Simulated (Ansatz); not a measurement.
One crystal and one scan (energy against volume) at two levels, PBE (plane waves to 420 eV, PAW, scalar-relativistic; Ansatz, a program for electronic structure) and r2SCAN (plane waves to 500 eV, PAW, scalar-relativistic; Ansatz), each from its own relaxed cell and on its own mesh. The cell shown is that of PBE.

Ga2O3 (beta-Ga2O3 type, space group C2/m)

```xyz
10
Lattice="6.2276 -1.5417 0.0000 6.2276 1.5417 0.0000 -1.3923 0.0000 5.7103" Properties=species:S:1:pos:R:3 pbc="T T T"
Ga     0.0133     0.0000     4.5380
Ga    11.0496     0.0000     1.1723
Ga     7.7644     0.0000     1.7940
Ga     3.2986     0.0000     3.9164
O      1.8842     0.0000     0.6235
O      9.1787     0.0000     5.0868
O      1.3778     0.0000     3.2227
O      9.6851     0.0000     2.4876
O      5.8207     0.0000     1.4659
O      5.2422     0.0000     4.2444
```

Equation-of-state scan: isotropic scaling of the cell above, V₀ being its volume. The atoms relax within the cell's symmetry.

E stands for the smeared free energy. Ga2O3 was relaxed with its symmetry unable to fall. With the shape held, the modulus is that of even scaling; a crystal free to change shape is softer. Both scans cover V/V₀ from 0.940 to 1.060.

ΔE (meV/atom), each from the relaxed starting cell of its own level:

```json
[
 {"V/V₀": "0.940", "PBE": "21.5", "r2SCAN": "24.0"},
 {"V/V₀": "0.955", "PBE": "11.8", "r2SCAN": "13.1"},
 {"V/V₀": "0.970", "PBE": "5.1", "r2SCAN": "5.7"},
 {"V/V₀": "0.985", "PBE": "1.2", "r2SCAN": "1.4"},
 {"V/V₀": "1.000", "PBE": "0.0", "r2SCAN": "0.0"},
 {"V/V₀": "1.015", "PBE": "1.2", "r2SCAN": "1.3"},
 {"V/V₀": "1.030", "PBE": "4.6", "r2SCAN": "withheld"},
 {"V/V₀": "1.045", "PBE": "10.1", "r2SCAN": "11.3"},
 {"V/V₀": "1.060", "PBE": "17.6", "r2SCAN": "19.7"}
]
```

Task: Estimate the r2SCAN value at 1.030 from the PBE value there and the ratio of the two levels in the two nearest given rows on that side of the minimum.

Result: At 1.045 and 1.060 the ratio r2SCAN/PBE averages 1.119, which gives 1.119 × 4.6 = 5.1 meV/atom. The calculation gives 5.2 meV/atom, +13.0 % against PBE.

(A scan under strain: stresses follow from slopes of the energy per volume, elastic moduli from its curvatures.)
